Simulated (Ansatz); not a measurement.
Input file for Ansatz (an electronic-structure program):

Ansatz 0.2 input:
```yaml
crystal:
  lattice:
    - [4.4205451139, 0.0, 0.0]
    - [0.0, 5.3394114343, 0.0]
    - [0.0, 0.0, 4.8428579529]
  atoms:
    - { symbol: Mg, position: [0.5, 0.8308187284, 0.75] }
    - { symbol: Mg, position: [0.5, 0.1691812716, 0.25] }
    - { symbol: Mg, position: [0.0, 0.6691812716, 0.25] }
    - { symbol: Mg, position: [0.0, 0.3308187284, 0.75] }
    - { symbol: H, position: [0.7303409487, 0.8942672307, 0.4210602515] }
    - { symbol: H, position: [0.2696590513, 0.1057327693, 0.5789397485] }
    - { symbol: H, position: [0.7696590513, 0.6057327693, 0.9210602515] }
    - { symbol: H, position: [0.2303409487, 0.3942672307, 0.0789397485] }
    - { symbol: H, position: [0.2303409487, 0.6057327693, 0.5789397485] }
    - { symbol: H, position: [0.7696590513, 0.3942672307, 0.4210602515] }
    - { symbol: H, position: [0.2696590513, 0.8942672307, 0.0789397485] }
    - { symbol: H, position: [0.7303409487, 0.1057327693, 0.9210602515] }
kpoints:
  mp_grid: { grid: [6, 5, 6] }
hamiltonian:
  xc: lda
  pseudopotentials: { kind: paw }
scf:
  occupations: { method: fixed }
phonons:
  method: dfpt
  response_accuracy: low
  eigenvectors: true
  rigid_motions: translations
  dielectric: true
  raman: true
```

Output (shortened):

```
Pseudopotential: Mg, paw, valence charge 10
Pseudopotential: H, paw, valence charge 1
Functional definition: SPW92
Crystal: 12 atoms, lattice volume = 114.307 Å³
Basis set: ecut = 420 eV, 2219 PW (Γ), exchange–correlation on 60×72×72 points (8 copies of the dense FFT grid, shifted against one another)
Bands: 36, of which v1, the nominal top of the filled ones, is band 24 counted from 1 (23 counted from 0)
Symmetry: 8 space group operations
k-points: 92 of 180 (irreducible under 1 space group operation, time reversal used)
SCF 1 converged in 7 iterations: F = -7733.899567 eV  dr2 = 2.97e-11
── the response to a field inside a basis, on 10×8×8 k-points: an SCF that follows is theirs, and a resumed run solves both again ──
Crystal: 12 atoms, lattice volume = 114.307 Å³
Bands: 25, of which v1, the nominal top of the filled ones, is band 24 counted from 1 (23 counted from 0)
k-points: 80
SCF 1 converged in 5 iterations: F = -7733.885757 eV  dr2 = 8.52e-11
SCF converged after 7 iterations
Free energy (F): -7733.899567 eV
Harris-Foulkes:  -7733.899567 eV  (|F-HF|=1.27e-11)
Internal energy: -7733.899567 eV  (E = F + TS)
E sigma→0 (E₀):  -7733.899567 eV
Fermi energy:    2.470894 eV
--- Per-component energies (eV) ---
  E_band       = -1478.892692
  E_kinetic    = 415.995091
  E_local      = -6763.037608  (includes V_loc(G=0)·N_el)
  E_nonlocal   = 394.967046
  E_hartree    = 2417.667961
  E_xc         = -188.064467
  E_vxc        = -244.935809  (∫ρ·V_xc dr)
  E_paw        = -1087.625182  (= ΣΔE_a)
  E_vpaw       = -117.207769  (= ΣTr[D̂ρ^β])
  E_aug_tail   = -0.009735  (compensation charges beyond the density's cutoff)
  E_ewald      = -2924.394591
  E_core_change = 0.601917  (= ΣΔE_core)
  E_smearing   =  0.000000  (= −TS)
  E_closure    =  0.000000  (closes the sum)
  Σ components = -7733.899567   (vs F -7733.899567, Δ=0.00e0)
--- Band table (eV; the first three rows and the last of 92) ---
  k-point 0: bands = ["-70.6000", "-70.5984", "-70.5969", "-70.5967", "-38.0430", "-38.0412", "-38.0344", "-38.0332", "-38.0317", "-38.0302", "-38.0237", "-38.0227", "-38.0220", "-38.0218", "-38.0166", "-38.0115", "-4.6869", "-0.7351", "-0.2005", "0.2201", …
  k-point 1: bands = ["-70.5998", "-70.5983", "-70.5970", "-70.5969", "-38.0420", "-38.0417", "-38.0371", "-38.0338", "-38.0316", "-38.0269", "-38.0234", "-38.0230", "-38.0218", "-38.0216", "-38.0165", "-38.0129", "-4.5224", "-0.9805", "-0.6162", "0.2932", …
  k-point 2: bands = ["-70.5992", "-70.5980", "-70.5975", "-70.5973", "-38.0432", "-38.0411", "-38.0382", "-38.0331", "-38.0306", "-38.0252", "-38.0247", "-38.0231", "-38.0212", "-38.0192", "-38.0164", "-38.0163", "-4.0344", "-2.1842", "-0.2829", "0.3907", …
  k-point 91: bands = ["-70.5990", "-70.5990", "-70.5970", "-70.5970", "-38.0400", "-38.0400", "-38.0373", "-38.0373", "-38.0299", "-38.0299", "-38.0227", "-38.0227", "-38.0219", "-38.0219", "-38.0148", "-38.0148", "-2.2373", "-2.2373", "-0.9945", "-0.9945", …
--- Phonons (Γ-DFPT): 6 representative perturbations + reference, on 92 of 180 k-points (Σ response iterations 18) ---
  ASR residual: 5.185e-5 → 0.000e0 eV/Å²; symmetrization residual: 5.480e-6 eV/Å²
  ASR residual per site (eV/Å²): 5.18e-5 5.18e-5 5.18e-5 5.18e-5 9.51e-6 9.51e-6 9.51e-6 9.51e-6 9.51e-6 9.51e-6 9.51e-6 9.51e-6
  Γ frequencies (cm⁻¹): 0.00 0.00 0.00 179.94 185.74 203.10 227.13 245.38 248.30 271.02 314.35 334.96 455.69 462.82 488.36 541.44 605.58 622.42 641.93 760.90 895.84 985.12 1042.75 1052.83 1069.77 1072.85 1079.91 1158.25 1159.52 1228.21 1303.66 1332.04 1374.99 …
  ε∞ (high-frequency dielectric tensor):
        4.328667     0.000000     0.000000
        0.000000     4.441663     0.000000
        0.000000     0.000000     4.443829
  ε⁰ (static dielectric tensor: ions relaxed, cell fixed):
       11.745431     0.000000     0.000000
        0.000000    11.237566     0.000000
        0.000000     0.000000    11.763505
  ε⁰ − ε∞ (ionic part):
        7.416764     0.000000     0.000000
        0.000000     6.795902     0.000000
        0.000000     0.000000     7.319676
  softest optical mode at Γ: 179.94 cm⁻¹; the repairs (sum rule, projections) moved no ω² at Γ by more than (7.66 cm⁻¹)²
  Born effective charges Z* (e; rows j = field, columns β = displacement):
    site 0:
         1.81603    0.00000    0.06050
         0.00000    1.91019    0.00000
         0.02368    0.00000    1.91327
    site 1:
         1.81603    0.00000    0.06050
         0.00000    1.91019    0.00000
         0.02368    0.00000    1.91327
    site 2:
         1.81603    0.00000   -0.06050
         0.00000    1.91019    0.00000
        -0.02368    0.00000    1.91327
    site 3:
         1.81603    0.00000   -0.06050
         0.00000    1.91019    0.00000
        -0.02368    0.00000    1.91327
    site 4:
        -0.90802    0.15953    0.11299
         0.17262   -0.95510    0.02071
         0.10446    0.01614   -0.95664
    site 5:
        -0.90802    0.15953    0.11299
         0.17262   -0.95510    0.02071
         0.10446    0.01614   -0.95664
    site 6:
        -0.90802    0.15953   -0.11299
         0.17262   -0.95510   -0.02071
        -0.10446   -0.01614   -0.95664
    site 7:
        -0.90802    0.15953   -0.11299
         0.17262   -0.95510   -0.02071
        -0.10446   -0.01614   -0.95664
    site 8:
        -0.90802   -0.15953   -0.11299
        -0.17262   -0.95510    0.02071
        -0.10446    0.01614   -0.95664
    site 9:
        -0.90802   -0.15953   -0.11299
        -0.17262   -0.95510    0.02071
        -0.10446    0.01614   -0.95664
    site 10:
        -0.90802   -0.15953    0.11299
        -0.17262   -0.95510   -0.02071
         0.10446   -0.01614   -0.95664
    site 11:
        -0.90802   -0.15953    0.11299
        -0.17262   -0.95510   -0.02071
         0.10446   -0.01614   -0.95664
  Z* charge neutrality: 6.802e-3 e pre-enforcement
  solved inside a basis spanned on kpoints, on 10×8×8 k-points transformed towards the longest dipole: ε∞ is read to err by 1.4e-2, Z* by 1.3e-2 e (field_mesh …
  Raman tensors (in the event stream and the table raman_tensors.tsv) …
  optical modes at Γ without the LO–TO term, one row a degenerate level:
      ω (cm⁻¹)  modes    IR ((D/Å)²/amu)  static Raman (Å⁴/amu)  depolarisation
        179.94      1             0.0000                 1.3410           0.750
        185.74      1             0.0000                24.6500           0.019
        203.10      1             0.0000                 0.2617           0.750
        227.13      1             0.0566                 0.0000               —
        245.38      1             0.0000                 0.1616           0.750
        248.30      1             0.0000                 0.0000               —
        271.02      1             6.7431                 0.0000               —
        314.35      1             0.0000                 0.1315           0.750
        334.96      1             0.0000                 1.9813           0.750
        455.69      1            29.5857                 0.0000               —
        462.82      1            69.6862                 0.0000               —
        488.36      1             0.0000                10.5479           0.750
        541.44      1            79.0672                 0.0000               —
        605.58      1             0.0000               178.6659           0.009
        622.42      1             0.0000                 0.0000               —
        641.93      1             0.0000                 7.7472           0.750
        760.90      1             0.0000                 0.5234           0.750
        895.84      1            96.6300                 0.0000               —
        985.12      1             0.0000               113.8744           0.207
       1042.75      1            95.5071                 0.0000               —
       1052.83      1            17.8536                 0.0000               —
       1069.77      1             0.0000                16.9887           0.750
       1072.85      1             0.0000                25.7185           0.750
       1079.91      1             0.0000                 0.6203           0.750
       1158.25      1             0.0000                 0.0000               —
       1159.52      1            50.5533                 0.0000               —
       1228.21      1            82.9030                 0.0000               —
       1303.66      1             0.0000                 0.0000               —
       1332.04      1            11.8410                 0.0000               —
       1374.99      1             0.0000                76.8586           0.750
       1379.68      1             0.0000                86.7317           0.021
       1416.60      1             0.0000                41.5668           0.750
       1481.27      1             0.0000                17.5549           0.750
  optical modes at Γ + LO–TO along q̂ = [1.0000, 0.0000, 0.0000]:
      ω (cm⁻¹)  modes    IR ((D/Å)²/amu)  static Raman (Å⁴/amu)  depolarisation
        179.94      1             0.0000                 1.3410           0.750
        185.74      1             0.0000                24.6500           0.019
        203.10      1             0.0000                 0.2617           0.750
        227.30      1             0.0056                 0.0000               —
        245.38      1             0.0000                 0.1616           0.750
        248.30      1             0.0000                 0.0000               —
        271.02      1             6.7431                 0.0000               —
        314.35      1             0.0000                 0.1315           0.750
        334.96      1             0.0000                 1.9813           0.750
        455.69      1            29.5857                 0.0000               —
        488.36      1             0.0000                10.5479           0.750
        541.44      1            79.0672                 0.0000               —
        605.58      1             0.0000               178.6659           0.009
        622.42      1             0.0000                 0.0000               —
        641.93      1             0.0000                 7.7472           0.750
        650.16      1            31.4419                 0.0000               —
        760.90      1             0.0000                 0.5234           0.750
        895.84      1            96.6300                 0.0000               —
        985.12      1             0.0000               113.8744           0.207
       1042.75      1            95.5071                 0.0000               —
       1069.77      1             0.0000                16.9887           0.750
       1072.85      1             0.0000                25.7185           0.750
       1074.26      1             5.7675                 0.0000               —
       1079.91      1             0.0000                 0.6203           0.750
       1158.25      1             0.0000                 0.0000               —
       1159.52      1            50.5533                 0.0000               —
       1303.66      1             0.0000                 0.0000               —
       1332.04      1            11.8410                 0.0000               —
       1374.99      1             0.0000                76.8586           0.750
       1379.68      1             0.0000                86.7317           0.021
       1410.42      1           133.2844                 0.0000               —
       1416.60      1             0.0000                41.5668           0.750
       1481.27      1             0.0000                17.5549           0.750
  optical modes at Γ + LO–TO along q̂ = [0.0000, 1.0000, 0.0000]:
      ω (cm⁻¹)  modes    IR ((D/Å)²/amu)  static Raman (Å⁴/amu)  depolarisation
        179.94      1             0.0000                 1.3410           0.750
        185.74      1             0.0000                24.6500           0.019
        203.10      1             0.0000                 0.2617           0.750
        227.13      1             0.0566                 0.0000               —
        245.38      1             0.0000                 0.1616           0.750
        248.30      1             0.0000                 0.0000               —
        271.02      1             6.7431                 0.0000               —
        314.35      1             0.0000                 0.1315           0.750
        334.96      1             0.0000                 1.9813           0.750
        455.69      1            29.5857                 0.0000               —
        462.82      1            69.6862                 0.0000               —
        488.36      1             0.0000                10.5479           0.750
        605.58      1             0.0000               178.6659           0.009
        622.42      1             0.0000                 0.0000               —
        641.93      1             0.0000                 7.7472           0.750
        698.33      1            23.9819                 0.0000               —
        760.90      1             0.0000                 0.5234           0.750
        895.84      1            96.6300                 0.0000               —
        985.12      1             0.0000               113.8744           0.207
       1052.83      1            17.8536                 0.0000               —
       1069.77      1             0.0000                16.9887           0.750
       1072.85      1             0.0000                25.7185           0.750
       1079.91      1             0.0000                 0.6203           0.750
       1158.25      1             0.0000                 0.0000               —
       1159.52      1            50.5533                 0.0000               —
       1228.21      1            82.9030                 0.0000               —
       1233.20      1            76.0622                 0.0000               —
       1303.66      1             0.0000                 0.0000               —
       1374.99      1             0.0000                76.8586           0.750
       1379.68      1             0.0000                86.7317           0.021
       1389.06      1            86.3712                 0.0000               —
       1416.60      1             0.0000                41.5668           0.750
       1481.27      1             0.0000                17.5549           0.750
  optical modes at Γ + LO–TO along q̂ = [0.0000, 0.0000, 1.0000]:
      ω (cm⁻¹)  modes    IR ((D/Å)²/amu)  static Raman (Å⁴/amu)  depolarisation
        179.94      1             0.0000                 1.3410           0.750
        185.74      1             0.0000                24.6500           0.019
        203.10      1             0.0000                 0.2617           0.750
        227.13      1             0.0566                 0.0000               —
        245.38      1             0.0000                 0.1616           0.750
        248.30      1             0.0000                 0.0000               —
        289.48      1             0.8711                 0.0000               —
        314.35      1             0.0000                 0.1315           0.750
        334.96      1             0.0000                 1.9813           0.750
        462.82      1            69.6862                 0.0000               —
        488.36      1             0.0000                10.5479           0.750
        524.97      1             8.1412                 0.0000               —
        541.44      1            79.0672                 0.0000               —
        605.58      1             0.0000               178.6659           0.009
        622.42      1             0.0000                 0.0000               —
        641.93      1             0.0000                 7.7472           0.750
        760.90      1             0.0000                 0.5234           0.750
        985.12      1             0.0000               113.8744           0.207
       1029.79      1            26.6703                 0.0000               —
       1042.75      1            95.5071                 0.0000               —
       1052.83      1            17.8536                 0.0000               —
       1069.77      1             0.0000                16.9887           0.750
       1072.85      1             0.0000                25.7185           0.750
       1079.91      1             0.0000                 0.6203           0.750
       1158.25      1             0.0000                 0.0000               —
       1228.21      1            82.9030                 0.0000               —
       1303.66      1             0.0000                 0.0000               —
       1332.04      1            11.8410                 0.0000               —
       1333.72      1           147.8295                 0.0000               —
       1374.99      1             0.0000                76.8586           0.750
       1379.68      1             0.0000                86.7317           0.021
       1416.60      1             0.0000                41.5668           0.750
       1481.27      1             0.0000                17.5549           0.750
```

Cost: around 18 core-minutes (rough) on shared cores.

Space group Pbcn. The first step of the workflow began from a Materials Project structure, measured or hypothetical; the Crystallography Open Database copy checked does not list it. It is not the phase usual at ambient conditions (space group No. 136). Symmetry was held in the LDA relaxation; phonons on a q-mesh show no instability.

Potentials: the later of the program's two PAW sets.

Ansatz is a plane-wave DFT program.
